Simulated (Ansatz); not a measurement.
Eu (bcc, W type)

```xyz
1
Lattice="-2.2236 2.2236 2.2236 2.2236 -2.2236 2.2236 2.2236 2.2236 -2.2236" Properties=species:S:1:pos:R:3 pbc="T T T"
Eu     0.0000     0.0000     0.0000
```

E(V) scan at fixed shape, V₀ the volume above. Symmetry pins the atoms to their sites.

Computed with r2SCAN (plane waves to 500 eV, PAW, scalar-relativistic; Ansatz, an electronic-structure program). k mesh 15×15×15 (Γ-centred), Fermi-Dirac smearing 0.05 eV. Energies are smeared free energies. Compression counts positive. Eu was relaxed with its symmetry unable to fall. Relaxed Eu ends ferromagnetic. The relaxed volume of Eu is well below the measured one. The magnetic order is the one the run started from; other orders were not tried. The filling of the f shell was not checked against other fillings, so treat energies with care. The zero of ΔE is the relaxed starting cell. The last digit holds for this mesh only.

```tsv
V (Å³/atom)	ΔE (meV/atom)
39.579	withheld
40.678	12.5
41.777	5.3
42.877	1.3
43.976	0.0
45.076	1.2
46.175	4.5
47.274	9.9
48.374	16.9
```

Q: Fit a third-order Birch-Murnaghan form (E₀, V₀, B₀, B₀′ free) to the given rows and predict ΔE at V = 39.579.

A: Least squares on the 8 given rows: ΔE = E₀ + (9V₀B₀/16)·y²·[2 + (B₀′ − 4)y], y = (V₀/V)^(2/3) − 1, with V₀ = 43.976 Å³/atom, B₀ = 14.32 GPa (160.2 GPa = 1 eV/Å³; the term in eV is multiplied by 1000), B₀′ = 3.72, E₀ = 0.00 meV/atom; root-mean-square residual 0.03 meV/atom. At 39.579 the fit gives 23.2 meV/atom; the calculation gives 23.0 meV/atom, so the extrapolation is off by 0.2 (+0.9 %). For the pressure the fit gives 1.8 GPa against the computed 1.8 GPa.

(A scan under strain: stresses follow from slopes of the energy per volume, elastic moduli from its curvatures.)
